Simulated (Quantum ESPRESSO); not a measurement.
## MgAlInGaSP3 (one run as intended and one with a planted mistake)

Computed values, not a measurement. The program is pw.x of Quantum ESPRESSO 7.5 (plane-wave density functional theory). The cell is made up: 8 atoms on a zincblende/diamond lattice, with randomly drawn elements, strain and displacements, not relaxed. PseudoDojo standard norm-conserving files (v0.5 for PBE, v0.4.1 for LDA and PBEsol) set the functional; there is no spin polarisation, spin-orbit coupling or dispersion term, and the masses in the input are unused placeholders.

Intended input:

```
&control calculation='scf', pseudo_dir='./dojo.nc.sr.pbe.v0_5.standard.upf', outdir='./o', disk_io='medium', tprnfor=.true., tstress=.true. /
&system ibrav=0, nat=8, ntyp=6, nbnd=36, ecutwfc=84.00895049, nosym=.true., tot_charge=0,
 occupations='smearing', smearing='fd', degauss=0.0018374661
/
&electrons conv_thr=7.350e-09, electron_maxstep=60, /
ATOMIC_SPECIES
Al 1.0 Al.upf
Ga 1.0 Ga.upf
In 1.0 In.upf
Mg 1.0 Mg.upf
P 1.0 P.upf
S 1.0 S.upf
CELL_PARAMETERS angstrom
5.6145 0.0915 -0.0434
0.0915 5.6354 -0.0352
-0.0434 -0.0352 5.6594
ATOMIC_POSITIONS angstrom
Mg 0.0195 -0.0088 -0.057
Al 0.0239 2.758 2.7982
In 2.7503 0.0107 2.8195
Ga 2.8276 2.8305 -0.0289
S 1.4837 1.3565 1.4077
P 1.418 4.2211 4.1368
P 4.1758 1.4881 4.2484
P 4.2595 4.2622 1.3584
K_POINTS automatic
4 4 4 1 1 1
```

The log is shortened where brackets say so; the opening notice, blank lines, dates and the lines on written files are dropped, and the path of the files is cut. It prints rydbergs, bohrs and kilobars, and counts compression as positive stress.

Log of the intended run:

```
     Program PWSCF v.7.5
     Parallel version (MPI & OpenMP), running on       1 processor cores
     Number of MPI processes:                 1
     Threads/MPI process:                     1
     [start-up lines left out]
     bravais-lattice index     =            0
     lattice parameter (alat)  =      10.6116  a.u.
     unit-cell volume          =    1207.9416 (a.u.)^3
     number of atoms/cell      =            8
     number of atomic types    =            6
     number of electrons       =        60.00
     number of Kohn-Sham states=           36
     kinetic-energy cutoff     =      84.0090  Ry
     charge density cutoff     =     336.0358  Ry
     scf convergence threshold =      7.3E-09
     mixing beta               =       0.7000
     number of iterations used =            8  plain     mixing
     Exchange-correlation= PBE
                           (   1   4   3   4   0   0   0)
     [axes and pseudopotential details left out]
   Cartesian axes
     site n.     atom                  positions (alat units)
         1        Mg     tau(   1) = (   0.0034726  -0.0015671  -0.0101506  )
         2        Al     tau(   2) = (   0.0042561   0.4911482   0.4983070  )
         3        In     tau(   3) = (   0.4897770   0.0019055   0.5021002  )
         4        Ga     tau(   4) = (   0.5035426   0.5040591  -0.0051465  )
         5        S      tau(   5) = (   0.2642192   0.2415673   0.2506850  )
         6        P      tau(   6) = (   0.2525193   0.7516989   0.7366867  )
         7        P      tau(   7) = (   0.7436318   0.2650028   0.7565605  )
         8        P      tau(   8) = (   0.7585372   0.7590180   0.2419056  )
     number of k points=    32  Fermi-Dirac smearing, width (Ry)=  0.0018
                       cart. coord. in units 2pi/alat
        k(    1) = (   0.1239824   0.1233291   0.1257463), wk =   0.0625000
        k(    2) = (   0.1258754   0.1248479   0.3738272), wk =   0.0625000
     [further k points left out]
     Dense  grid:   125613 G-vectors     FFT dimensions: (  64,  64,  64)
     Estimated max dynamical RAM per process >     173.79 MB
     Initial potential from superposition of free atoms
     starting charge      59.9897, renormalised to      60.0000
     Starting wfcs are   43 randomized atomic wfcs
     total cpu time spent up to now is       14.9 secs
     per-process dynamical memory:   100.5 Mb
     Self-consistent Calculation
     iteration #  1     ecut=    84.01 Ry     beta= 0.70
     Davidson diagonalization with overlap
     ethr =  1.00E-02,  avg # of iterations =  4.2
     Threshold (ethr) on eigenvalues was too large:
     Diagonalizing with lowered threshold
     Davidson diagonalization with overlap
     ethr =  7.72E-04,  avg # of iterations =  1.8
     total cpu time spent up to now is       73.7 secs
     total energy              =    -472.94659982 Ry
     estimated scf accuracy    <       0.46512541 Ry
     iteration #  2     ecut=    84.01 Ry     beta= 0.70
     Davidson diagonalization with overlap
     ethr =  7.75E-04,  avg # of iterations =  3.1
     total cpu time spent up to now is      102.2 secs
     total energy              =    -473.06336368 Ry
     estimated scf accuracy    <       0.15317961 Ry
     [iterations 3 to 8 left out]
     iteration #  9     ecut=    84.01 Ry     beta= 0.70
     Davidson diagonalization with overlap
     ethr =  3.78E-10,  avg # of iterations =  2.1
     total cpu time spent up to now is      333.9 secs
     total energy              =    -473.09764094 Ry
     estimated scf accuracy    <       0.00000002 Ry
     iteration # 10     ecut=    84.01 Ry     beta= 0.70
     Davidson diagonalization with overlap
     ethr =  3.55E-11,  avg # of iterations =  3.3
     total cpu time spent up to now is      367.9 secs
     End of self-consistent calculation
     [lines on levels left out]
!    total energy              =    -473.09764094 Ry
     estimated scf accuracy    <          2.0E-09 Ry
     smearing contrib. (-TS)   =      -0.00000000 Ry
     internal energy E=F+TS    =    -473.09764094 Ry
     The total energy is F=E-TS. E is the sum of the following terms:
     one-electron contribution =    -254.47712765 Ry
     hartree contribution      =     155.82146935 Ry
     xc contribution           =    -118.73703880 Ry
     ewald contribution        =    -255.70494384 Ry
     convergence has been achieved in  10 iterations
     Forces acting on atoms (cartesian axes, Ry/au):
     atom    1 type  4   force =    -0.01577797   -0.01178330    0.02065231
     atom    2 type  1   force =    -0.02027613    0.01664997    0.01617806
     atom    3 type  3   force =     0.05987741   -0.03075911    0.05056720
     atom    4 type  2   force =     0.02075288    0.04155797   -0.01543647
     atom    5 type  6   force =    -0.06489398    0.07504293   -0.04392618
     atom    6 type  5   force =    -0.02045301   -0.07037304    0.01964587
     atom    7 type  5   force =     0.01696714    0.02794206   -0.01833391
     atom    8 type  5   force =     0.02380365   -0.04827748   -0.02934689
     Total force =     0.184231     Total SCF correction =     0.000142
     Computing stress (Cartesian axis) and pressure
          total   stress  (Ry/bohr**3)                   (kbar)     P=       30.19
   0.00020671  -0.00020580   0.00002664           30.41      -30.27        3.92
  -0.00020580   0.00020581  -0.00004694          -30.27       30.28       -6.91
   0.00002664  -0.00004694   0.00020320            3.92       -6.91       29.89
     init_run     :     13.65s CPU     14.62s WALL (       1 calls)
     electrons    :    329.52s CPU    353.11s WALL (       1 calls)
     forces       :      4.11s CPU      4.15s WALL (       1 calls)
     stress       :     19.67s CPU     19.77s WALL (       1 calls)
     [timing details left out]
     PWSCF        :   6m 7.29s CPU   6m32.53s WALL
     JOB DONE.
```

A second run has one planted mistake: the plane-wave cutoff is too low. The input lines that differ, file-writing options aside:

```
- &system ibrav=0, nat=8, ntyp=6, nbnd=36, ecutwfc=84.00895049, nosym=.true., tot_charge=0,
+ &system ibrav=0, nat=8, ntyp=6, nbnd=36, ecutwfc=54.38899682, nosym=.true., tot_charge=0,
```

Its log:

```
     Program PWSCF v.7.5
     Parallel version (MPI & OpenMP), running on       1 processor cores
     Number of MPI processes:                 1
     Threads/MPI process:                     1
     [start-up lines left out]
     bravais-lattice index     =            0
     lattice parameter (alat)  =      10.6116  a.u.
     unit-cell volume          =    1207.9416 (a.u.)^3
     number of atoms/cell      =            8
     number of atomic types    =            6
     number of electrons       =        60.00
     number of Kohn-Sham states=           36
     kinetic-energy cutoff     =      54.3890  Ry
     charge density cutoff     =     217.5560  Ry
     scf convergence threshold =      7.3E-09
     mixing beta               =       0.7000
     number of iterations used =            8  plain     mixing
     Exchange-correlation= PBE
                           (   1   4   3   4   0   0   0)
     [axes and pseudopotential details left out]
   Cartesian axes
     site n.     atom                  positions (alat units)
         1        Mg     tau(   1) = (   0.0034726  -0.0015671  -0.0101506  )
         2        Al     tau(   2) = (   0.0042561   0.4911482   0.4983070  )
         3        In     tau(   3) = (   0.4897770   0.0019055   0.5021002  )
         4        Ga     tau(   4) = (   0.5035426   0.5040591  -0.0051465  )
         5        S      tau(   5) = (   0.2642192   0.2415673   0.2506850  )
         6        P      tau(   6) = (   0.2525193   0.7516989   0.7366867  )
         7        P      tau(   7) = (   0.7436318   0.2650028   0.7565605  )
         8        P      tau(   8) = (   0.7585372   0.7590180   0.2419056  )
     number of k points=    32  Fermi-Dirac smearing, width (Ry)=  0.0018
                       cart. coord. in units 2pi/alat
        k(    1) = (   0.1239824   0.1233291   0.1257463), wk =   0.0625000
        k(    2) = (   0.1258754   0.1248479   0.3738272), wk =   0.0625000
     [further k points left out]
     Dense  grid:    65399 G-vectors     FFT dimensions: (  50,  54,  54)
     Estimated max dynamical RAM per process >      93.80 MB
     Initial potential from superposition of free atoms
     starting charge      59.9897, renormalised to      60.0000
     Starting wfcs are   43 randomized atomic wfcs
     total cpu time spent up to now is        5.4 secs
     per-process dynamical memory:    62.3 Mb
     Self-consistent Calculation
     iteration #  1     ecut=    54.39 Ry     beta= 0.70
     Davidson diagonalization with overlap
     ethr =  1.00E-02,  avg # of iterations =  4.2
     Threshold (ethr) on eigenvalues was too large:
     Diagonalizing with lowered threshold
     Davidson diagonalization with overlap
     ethr =  8.09E-04,  avg # of iterations =  1.8
     total cpu time spent up to now is       28.3 secs
     total energy              =    -472.62745970 Ry
     estimated scf accuracy    <       0.48815553 Ry
     iteration #  2     ecut=    54.39 Ry     beta= 0.70
     Davidson diagonalization with overlap
     ethr =  8.14E-04,  avg # of iterations =  2.8
     total cpu time spent up to now is       40.2 secs
     total energy              =    -472.75135850 Ry
     estimated scf accuracy    <       0.15926514 Ry
     [iterations 3 to 8 left out]
     iteration #  9     ecut=    54.39 Ry     beta= 0.70
     Davidson diagonalization with overlap
     ethr =  3.54E-10,  avg # of iterations =  2.2
     total cpu time spent up to now is      136.7 secs
     total energy              =    -472.78674118 Ry
     estimated scf accuracy    <       0.00000003 Ry
     iteration # 10     ecut=    54.39 Ry     beta= 0.70
     Davidson diagonalization with overlap
     ethr =  4.50E-11,  avg # of iterations =  2.3
     total cpu time spent up to now is      149.7 secs
     End of self-consistent calculation
     [lines on levels left out]
!    total energy              =    -472.78674119 Ry
     estimated scf accuracy    <          1.1E-09 Ry
     smearing contrib. (-TS)   =      -0.00000000 Ry
     internal energy E=F+TS    =    -472.78674119 Ry
     The total energy is F=E-TS. E is the sum of the following terms:
     one-electron contribution =    -253.67970949 Ry
     hartree contribution      =     155.19608676 Ry
     xc contribution           =    -118.59817461 Ry
     ewald contribution        =    -255.70494384 Ry
     convergence has been achieved in  10 iterations
     Forces acting on atoms (cartesian axes, Ry/au):
     atom    1 type  4   force =    -0.01545073   -0.01179608    0.02076612
     atom    2 type  1   force =    -0.02028057    0.01663690    0.01611997
     atom    3 type  3   force =     0.05975999   -0.03071446    0.05054436
     atom    4 type  2   force =     0.02095323    0.04159361   -0.01558940
     atom    5 type  6   force =    -0.06466937    0.07531430   -0.04340760
     atom    6 type  5   force =    -0.02015443   -0.07080724    0.01919544
     atom    7 type  5   force =     0.01644862    0.02846170   -0.01861078
     atom    8 type  5   force =     0.02339325   -0.04868873   -0.02901811
     Total force =     0.184262     Total SCF correction =     0.000123
     Computing stress (Cartesian axis) and pressure
          total   stress  (Ry/bohr**3)                   (kbar)     P=     -261.36
  -0.00177494  -0.00020289   0.00002587         -261.10      -29.85        3.81
  -0.00020289  -0.00177508  -0.00004557          -29.85     -261.12       -6.70
   0.00002587  -0.00004557  -0.00178007            3.81       -6.70     -261.86
     init_run     :      4.99s CPU      5.26s WALL (       1 calls)
     electrons    :    135.90s CPU    144.76s WALL (       1 calls)
     forces       :      1.92s CPU      1.96s WALL (       1 calls)
     stress       :      7.34s CPU      7.40s WALL (       1 calls)
     [timing details left out]
     PWSCF        :   2m30.36s CPU   2m39.90s WALL
     JOB DONE.
```

|  | intended run | run with the mistake |
| --- | --- | --- |
| free energy (eV) | -6436.821 | -6432.591 |
| smearing term -TS (eV) | 0.0000 | 0.0000 |
| pressure (GPa) | 3.02 | -26.14 |
| largest force component (eV/Å) | 1.929 | 1.936 |
| largest change of a force component (eV/Å) |  | 0.013 |
| iterations | 10 | 10 |

For scale, a rerun of the intended cell at 1437 eV and a 6 x 6 x 6 mesh moved values by no more than 0.006 eV in energy, 0.02 GPa in stress and 0.003 eV/Å in force.